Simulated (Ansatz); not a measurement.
A trial cell of PbSe was relaxed with PBE (plane waves to 420 eV, PAW, scalar-relativistic; Ansatz, an electronic-structure program).

Before: Fmmm (No. 69), oF8; a = 4.757 Å, b = 6.256 Å, c = 11.118 Å, α = β = γ = 90.00°.

After relaxation:

Simulated powder pattern, Cu Kα, λ = 1.54184 Å (kinematic, ideal powder, no thermal factors, no anomalous dispersion; the 24 strongest lines at most, above 1 %, up to 2θ = 90°):

```
2θ (°)  I/Imax (%)
------  ----------
24.80           36
28.72          100
41.06           77
48.56           19
50.87           28
59.47           13
65.43          8.3
67.35           37
74.81           27
80.22          6.5
89.08          9.2
```

Identify the relaxed structure from its pattern: crystal system, space group and cell.

Cubic, Fm-3m (No. 225), cF8, rock salt type; a = b = c = 6.2177 Å, α = β = γ = 90.00°. Sites: Pb 4b (0.500, 0.500, 0.500); Se 4a (0.000, 0.000, 0.000).

Index the strongest lines.

24.80° (111), 28.72° (200), 41.06° (220), 50.87° (222), 67.35° (420).

No spin polarisation in the result.

The run could not lose the symmetry of its start.

All atoms sit on sites fixed by symmetry, so only the cell could relax.
